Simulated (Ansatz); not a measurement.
This run works on a generated trial structure, not on a known crystal.

Input and command of a plane-wave DFT calculation in Ansatz:

```yaml
crystal:
  lattice:
    - [6.37281334, 0.0, 0.0]
    - [-3.18640667, 5.51901824, 0.0]
    - [0.0, 0.0, 4.85492985]
  atoms:
    - { symbol: Mn, position: [0.33333333, 0.66666667, 0.5], spin: 4.0 }
    - { symbol: Mn, position: [0.66666667, 0.33333333, 0.5], spin: 4.0 }
    - { symbol: Ru, position: [0.0, 0.0, 0.0], spin: 1.0 }
    - { symbol: Se, position: [0.5, 0.0, 0.5] }
    - { symbol: Se, position: [0.0, 0.5, 0.5] }
    - { symbol: Se, position: [0.5, 0.5, 0.5] }
    - { symbol: Se, position: [0.0, 0.0, 0.5] }
basis:
  ecutwfc: 420
kpoints:
  mp_grid: { grid: [2, 2, 3] }
hamiltonian:
  xc: pbe
scf:
  occupations: { method: gaussian, width: 0.15 }
  lower_state_search: "off"
output:
  forces: true
  stress: true
  eigenvalues: true
  populations: true
magnetization:
  spin_polarized: true
relax:
  adjacent_minimum: "off"
  f_tol: 0.08
  max_steps: 16
  cell: { stress_tol: 0.8 }
```

```bash
ansatz run input.yaml --threads 1 --pin off --max-ram 2560MiB --backend cpu --events-out ev --progress --plain --runs-dir out
```

Processor: Intel(R) Xeon(R) Processor @ 2.50GHz (Skylake/Cascade Lake), 1 thread, on a host shared with other jobs.

Problem. Estimate time, memory and problem size.

Solution. About 4.4 min, peak memory 0.67 GiB. It solves 72 bands at 4 k points (after reduction by symmetry) with about 5001 plane waves (on the last cell), in 184 SCF iterations over 11 ionic steps.
